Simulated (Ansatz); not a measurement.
In2Au:
```
In2Au
1.0
    0.00000     4.21045     4.21045
    4.21045     0.00000     4.21045
    4.21045     4.21045     0.00000
In Au
4 2
Direct
  0.62500   0.62500   0.62500
  0.12500   0.62500   0.62500
  0.62500   0.12500   0.62500
  0.62500   0.62500   0.12500
  0.25000   0.25000   0.25000
  0.00000   0.00000   0.00000
```

Relaxed with r²SCAN. Special points in fractions of this cell's reciprocal vectors: Γ (0.000, 0.000, 0.000); X (0.500, 0.000, 0.500); U (0.625, 0.250, 0.625); K (0.375, 0.375, 0.750); L (0.500, 0.500, 0.500); W (0.500, 0.250, 0.750).

List the band energies nearest the Fermi level at these points for plane-wave PAW r²SCAN (Ansatz code).

In eV from the Fermi level; about four levels below and three above (degenerate sets whole), none deeper than 8.9 eV; points with the same levels are listed once.

```
k                          below                above
-  -----------------------------  -------------------
Γ        -1.74 -0.83 -0.83 -0.83       0.45 1.85 1.85
X        -3.19 -3.19 -2.55 -2.55  1.99 1.99 3.18 3.18
U        -3.16 -3.09 -2.58 -1.03       0.50 0.85 1.72
L  -1.82 -1.82 -1.12 -1.12 -0.80  1.06 2.97 3.17 3.17
W        -0.83 -0.83 -0.73 -0.73  2.97 2.97 3.68 3.68
```

Space group Fd-3m (cubic Laves (MgCu2 type)). A made-up cell: these elements were put on the sites of a structure type; neither database checked (COD, Materials Project) lists it. COD files the formula under space group No. 225, so this cell is another polymorph or a model. Its standing as an ambient phase is unchecked. The cell was relaxed with r²SCAN under the symmetry of its start; its stability against distortions is not shown here. Spin–orbit coupling is left out wherever it is not named.

Potentials: the earlier of the program's two PAW sets.
